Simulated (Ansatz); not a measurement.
With PBEsol in the plane-wave PAW code Ansatz, LiC6 in the orthorhombic phase (Cmmm; C on 4i, C on 4i, C on 4i, Li on 2c) relaxes to a = 2.498 Å, b = 12.922 Å, c = 3.562 Å. C on 4i has 3 nearest neighbours from 1.42 Å (trigonal planar). Its formation energy from the elements is 0.009 eV/atom, with no fitted shifts.

Electronic character: metallic (no gap).

The bulk modulus is 70.1 GPa. The highest mode at Γ lies at 1474 cm⁻¹.

The start of the workflow was typed in or built on a structure type; neither database checked (COD, Materials Project) lists it. Its standing as an ambient phase is unchecked. Symmetry was held in the PBEsol relaxation; of distortions, only those at the zone centre were tested. As this level gives no gap, phonon frequencies hold no LO–TO term and depend on the k-mesh and smearing (Fermi–Dirac, 0.1 eV here). The references are the lowest solids computed at this level, not always the standard phases.

Potentials: the later of the program's two PAW sets.
